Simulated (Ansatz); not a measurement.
Cell and atoms are relaxed with the symmetry kept. Start:

```
W
1.0
     5.03024    0.00000    0.00000
     0.00000    5.03024    0.00000
     0.00000    0.00000    5.03024
W
8
Direct
  0.00000 0.00000 0.00000
  0.50000 0.50000 0.50000
  0.00000 0.50000 0.25000
  0.00000 0.50000 0.75000
  0.25000 0.00000 0.50000
  0.75000 0.00000 0.50000
  0.50000 0.75000 0.00000
  0.50000 0.25000 0.00000
```

The calculation used DFT PBEsol, scalar-relativistic, plane waves, PAW (Ansatz).

Settings: cutoff 420 eV, Γ-centred mesh 8×8×8 on the computed 8-atom cell, Gaussian smearing of 0.10 eV; no spin polarisation.

Problem. What does it relax to?

Solution. The volume rises by 0.02 Å³/atom to 15.93 Å³/atom, and the energy changes by under 0.1 meV/atom. Final structure:
```cif
data_structure
_symmetry_space_group_name_H-M 'Pm-3n'
_symmetry_Int_Tables_number 223
_cell_length_a 5.0320
_cell_length_b 5.0320
_cell_length_c 5.0320
_cell_angle_alpha 90.000
_cell_angle_beta 90.000
_cell_angle_gamma 90.000
_cell_volume 127.42
loop_
_atom_site_label
_atom_site_type_symbol
_atom_site_symmetry_multiplicity
_atom_site_Wyckoff_symbol
_atom_site_fract_x
_atom_site_fract_y
_atom_site_fract_z
_atom_site_occupancy
W1 W 2 a 0.00000 0.00000 0.00000 1
W2 W 6 c 0.00000 0.50000 0.25000 1
```

Spin–orbit coupling is left out, which can shift energies with elements as heavy as these.

This form isn't the element's structure at ambient conditions.